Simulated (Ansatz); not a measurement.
MgCu$_{2}$SiS$_{4}$ in space group Pmn2_1 (No. 31; Pearson symbol oP16), PBEsol in the plane-wave PAW code Ansatz, all energies at zero smearing, with the estimated change up to a 700 eV cutoff added, with one set of potentials and settings (totals compare only within such a set). Cell of 16 atoms (2 Mg, 2 Si, 4 Cu, 8 S): -38513.197 eV.

```json
[
 {"element": "Mg", "reference phase": "P6_3/mmc, 2 atoms in the cell", "E (eV/atom)": "-1912.0511"},
 {"element": "Si", "reference phase": "Fd-3m, 2 atoms in the cell", "E (eV/atom)": "-621.4920"},
 {"element": "Cu", "reference phase": "Fm-3m, 1 atoms in the cell", "E (eV/atom)": "-6588.7768"},
 {"element": "S", "reference phase": "Fddd, 32 atoms in the cell", "E (eV/atom)": "-884.8920"}
]
```

Formation energy per atom, worked out: (-38513.197 − 2×(-1912.0511) − 2×(-621.4920) − 4×(-6588.7768) − 8×(-884.8920))/16 = -0.742 eV/atom (-72 kJ per mol of atoms), at 0 K, without zero-point energy or fitted corrections.

The first step of the workflow began from a Materials Project structure, measured or hypothetical; the Crystallography Open Database files this formula in space group No. 31, but the cells were not matched. Whether it is the stable phase at ambient conditions was not checked. The cell was relaxed with PBEsol under the symmetry of its start; whether a distortion lowers the energy is not shown. The run is not spin-polarised. The references are the lowest solids computed at this level, not always the standard phases.

Potentials: the later of the program's two PAW sets.
